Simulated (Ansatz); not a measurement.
**Structures of Zr$_{3}$W: which is lowest?**

Plane-wave DFT in Ansatz with scalar-relativistic PAW potentials, cutoff 420 eV, Γ-centred meshes chosen by cell and gap, Gaussian smearing with energies taken to zero width. Every cell was relaxed (cell and atoms) in a run of its own, within the symmetry of its start. Functional: PBE.

Relaxed structures (starts from databases or built by putting these elements on another compound's sites):
A. P6_3/mmc, 8 atoms in the computed cell, a = 6.273 Å, c = 4.962 Å; sites (symmetry × multiplicity) Zr mm2 × 6, W -6m2 × 2; start: built
B. Pm-3m, 4 atoms in the computed cell, a = 4.379 Å; sites (symmetry × multiplicity) Zr 4/mm.m × 3, W m-3m × 1; start: built
C. I4/mmm, 4 atoms in the computed cell, a = 4.129 Å, c = 9.762 Å; sites (symmetry × multiplicity) Zr -4m2 × 4 + 4/mmm × 2, W 4/mmm × 2; start: built

Problem. Rank them by energy. Could pressure change the order?

Solution.
```csv
structure,group,E − E(lowest) (meV/atom),V (Å³/atom),gap on mesh (eV)
C,I4/mmm,0.0,20.81,0.00
A,P6_3/mmc,6.4,21.14,0.00
B,Pm-3m,26.9,20.99,0.00
```

C is lowest, 6 meV/atom under A. The lowest is also the densest of these, so pressure wouldn't bring one of the others in at first order. Other structures may lie lower than all of these, and vibrations aren't counted.

Spin-orbit coupling is left out, which matters for the bands of heavy elements.